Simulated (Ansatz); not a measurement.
HfIr₃, in the lowest among the structures calculated here: Pm-3m (No. 221), cP4, Cu3Au type; a = 3.924 Å, b = 3.924 Å, c = 3.924 Å, α = 90.00°, β = 90.00°, γ = 90.00°; Hf 1a (0.000, 0.000, 0.000); Ir 3c (0.000, 0.500, 0.500). Computed with PBEsol (plane waves to 420 eV, PAW, scalar-relativistic; Ansatz, a program for electronic structure). Element references, the lowest calculated here: Hf (P6₃/mmc), Ir (Fm-3m).

What formation energy of this Pm-3m form of HfIr3 from the elements does PBEsol give?

-0.78 eV/atom.

Static energies, no anion corrections, no zero-point energy. Values are rounded to 0.01 eV/atom. Spin-orbit coupling is missing from these energies, which matters for elements this heavy. The compounds carry no spin polarisation.
